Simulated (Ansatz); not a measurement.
Total density of states per atom from plane-wave PAW r²SCAN+D4 (Ansatz code), in 0.25 eV bins, energy from the valence-band maximum:

```
E (eV) | states/eV/atom
    -4.20 |  0.00
    -3.95 | ################### 2.36
    -3.70 | ############## 1.64
    -3.45 |  0.00
    -3.20 |  0.00
    -2.95 |  0.00
    -2.70 |  0.00
    -2.45 |  0.00
    -2.20 |  0.00
    -1.95 | ##### 0.55
    -1.70 | ########################### 3.33
    -1.45 | ############################## 3.64
    -1.20 | #### 0.48
    -0.95 |  0.02
    -0.70 | # 0.17
    -0.45 | ###### 0.68
    -0.20 | ###################### 2.69
     0.05 | #### 0.43
     0.30 |  0.00
     0.55 |  0.00
     0.80 |  0.00
     1.05 |  0.00
     1.30 |  0.00
     1.55 |  0.00
     1.80 |  0.00
     2.05 |  0.00
     2.30 |  0.00
     2.55 |  0.00
     2.80 |  0.00
     3.05 |  0.00
     3.30 |  0.00
     3.55 |  0.00
     3.80 |  0.00
     4.05 |  0.00
     4.30 |  0.00
     4.55 |  0.00
     4.80 |  0.00
     5.05 |  0.00
     5.30 |  0.00
     5.55 |  0.00
     5.80 |  0.00
     6.05 |  0.00
     6.30 |  0.00
     6.55 |  0.00
     6.80 |  0.00
     7.05 |  0.00
     7.30 |  0.00
     7.55 |  0.00
     7.80 | # 0.08
     8.05 | ## 0.23
     8.30 | ##### 0.55
     8.55 | #################### 2.39
     8.80 | ########### 1.36
     9.05 | ################### 2.25
     9.30 | ###### 0.79
     9.55 | ### 0.36
     9.80 |  0.00
    10.05 |  0.00
    10.30 |  0.00
    10.55 |  0.00
    10.80 |  0.00
    11.05 |  0.00
    11.30 |  0.00
    11.55 |  0.00
    11.80 |  0.00
```

Question: Which of these materials gives this?
A. Ta, bcc (W type)
B. N, P4_2/mnm (N on 4f)
C. Ti, hcp (Mg type)
D. Mg, hcp (Mg type)

Answer: B, N, P4_2/mnm (N on 4f). Top 1 eV of the valence band: N 2p 66 %, N 2s 31 %. Bottom 1 eV of the conduction band: N 2p 96 %. Projections are on Löwdin-orthogonalised atomic valence shells; empty p or d shells of many metals are not among them.

The start of the workflow was typed in or built on a structure type; the Crystallography Open Database copy checked does not list it. It is not the usual solid phase (space group No. 205). The cell was relaxed with r²SCAN+D4 under the symmetry of its start; whether a distortion lowers the energy is not shown. The substance is a gas or liquid at ambient conditions.

Potentials: the later of the program's two PAW sets.
